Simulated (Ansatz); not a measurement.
The start is a randomly generated symmetric cell of VSi2 (space group No. 225). Cell shape, volume and atoms are optimised at zero target pressure with PBE (plane waves to 420 eV, PAW, scalar-relativistic; Ansatz, an electronic-structure program). The first steps use a coarse 5×5×5 k-mesh.

Initial structure:
```
VSi2
1.0
    0.00000     3.99779     3.99779
    3.99779     0.00000     3.99779
    3.99779     3.99779     0.00000
Si V
6 3
Direct
  0.50000   0.00000   0.00000
  0.00000   0.50000   0.50000
  0.00000   0.50000   0.00000
  0.50000   0.00000   0.50000
  0.00000   0.00000   0.50000
  0.50000   0.50000   0.00000
  0.25000   0.25000   0.25000
  0.75000   0.75000   0.75000
  0.50000   0.50000   0.50000
```
Spin-polarised start, with parallel moments on V.

How much energy is released per atom?

0.77 eV/atom.

How does the volume change?

+45.1 %, from 14.20 to 20.60 Å³/atom.

How do the shortest distances between atoms change?

The closest pairs of elements (up to four, under 3.6 Å), start → end: Si–V 2.00 → 2.26 Å; Si–Si 2.83 → 3.20 Å; V–V 3.46 → 3.92 Å.

Is the relaxed structure metallic? Give its gap.

No gap (metallic).

What magnetic moments remain?

Net 0.32 μB/atom, ferrimagnetic.

Write out the relaxed structure.


Space group Fm-3m (No. 225); a = 9.052 Å, b = 9.052 Å, c = 9.052 Å, α = 90.00°, β = 90.00°, γ = 90.00°

```json
[
 {"atom": "Si", "site": "24d", "symmetry": "m.mm", "x": "0.0000", "y": "0.2500", "z": "0.2500"},
 {"atom": "V", "site": "8c", "symmetry": "-43m", "x": "0.2500", "y": "0.2500", "z": "0.2500"},
 {"atom": "V", "site": "4b", "symmetry": "m-3m", "x": "0.5000", "y": "0.5000", "z": "0.5000"}
]
```
(The calculation used a cell of 9 atoms; values per cell refer to that cell.)

The space group stays Fm-3m (No. 225) (the run could not lower it), with 9 atoms in the primitive magnetic cell. Final values are on a 9×9×9 k-mesh of the relaxed cell. Spin state reached: ferrimagnetic (net 0.32 μB/atom), from parallel starting moments; other spin orders were not run from this start.

The run could not lose the symmetry of its start: the end is stationary, and may be a saddle point rather than a minimum.

All atoms sit on sites fixed by symmetry, so only the cell could relax.

The relaxed structure here is a generated cell of VSi2: the first start was made by a random draw of sites in a space group, and the end was not matched to a known phase here, so it may be hypothetical.
